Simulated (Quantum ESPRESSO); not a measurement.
**Band energies of Ba$_{2}$RuH$_{6}$**

```xyz
9
Lattice="0.0000 4.0337 4.0337 4.0337 0.0000 4.0337 4.0337 4.0337 0.0000" Properties=species:S:1:pos:R:3 pbc="T T T"
H      4.0337     4.0337     6.3391
H      4.0337     4.0337     1.7283
H      6.3391     4.0337     4.0337
H      1.7283     4.0337     4.0337
H      4.0337     6.3391     4.0337
H      4.0337     1.7283     4.0337
Ru     0.0000     0.0000     0.0000
Ba     6.0505     6.0505     6.0505
Ba     2.0168     2.0168     2.0168
```

norm-conserving LDA (Quantum ESPRESSO, 88 Ry, no spin-orbit coupling); path ΓXWKΓLUWLK,UX; energies in eV from the valence-band maximum.

```csv
k (1/Å),point,band 17,band 18,band 19,band 20,band 21,band 22,band 23,band 24
0.00,Γ,-2.50,-2.50,0.00,0.00,0.00,2.67,2.67,3.44
0.19,,-2.35,-2.35,-0.06,-0.02,-0.02,2.63,2.74,3.79
0.39,,-1.98,-1.98,-0.24,-0.07,-0.07,2.53,2.53,4.50
0.58,,-1.53,-1.53,-0.48,-0.17,-0.17,1.95,2.41,3.58
0.78,X,-1.30,-1.30,-0.60,-0.24,-0.24,1.68,2.35,3.29
0.78,W,-2.12,-1.37,-0.31,-0.31,-0.22,1.75,3.06,3.06
1.05,K,-1.84,-1.37,-0.37,-0.26,-0.23,1.79,2.82,3.35
1.38,,-1.95,-1.83,-0.29,-0.14,-0.12,2.50,3.01,3.46
1.55,,-2.15,-2.15,-0.15,-0.07,-0.05,2.66,2.87,4.10
1.72,,-2.40,-2.40,-0.03,-0.02,-0.01,2.67,2.73,3.68
1.88,Γ,-2.50,-2.50,0.00,0.00,0.00,2.67,2.67,3.44
2.05,,-2.40,-2.40,-0.03,-0.02,-0.02,2.70,2.70,3.69
2.22,,-2.14,-2.14,-0.14,-0.07,-0.07,2.82,2.82,4.18
2.55,L,-1.71,-1.71,-0.41,-0.17,-0.17,3.13,3.13,3.29
2.79,,-1.87,-1.57,-0.37,-0.20,-0.19,2.26,3.14,3.48
3.03,U,-1.84,-1.37,-0.37,-0.26,-0.23,1.79,2.82,3.35
3.03,W,-2.12,-1.37,-0.31,-0.31,-0.22,1.75,3.06,3.06
3.17,,-2.06,-1.42,-0.32,-0.27,-0.21,1.85,3.10,3.15
3.31,,-1.92,-1.54,-0.36,-0.21,-0.19,2.15,3.14,3.40
3.58,L,-1.71,-1.71,-0.41,-0.17,-0.17,3.13,3.13,3.29
3.70,,-1.76,-1.67,-0.40,-0.18,-0.18,2.69,3.13,3.74
3.82,,-1.87,-1.57,-0.37,-0.20,-0.19,2.26,3.14,3.48
3.94,,-1.96,-1.45,-0.34,-0.24,-0.21,1.95,3.05,3.31
4.06,K,-1.84,-1.37,-0.37,-0.26,-0.23,1.79,2.82,3.35
4.06,U,-1.84,-1.37,-0.37,-0.26,-0.23,1.79,2.82,3.35
4.33,X,-1.30,-1.30,-0.60,-0.24,-0.24,1.68,2.35,3.29
```

The LDA gap is indirect, 1.68 eV, from Γ to X; the smallest direct gap is 1.91 eV.

Spin-orbit splittings are left out.

Geometry of the Materials Project entry, not relaxed at this level.

The structure is a Materials Project entry; no match was found in the copy of COD used, and its stability was not checked.
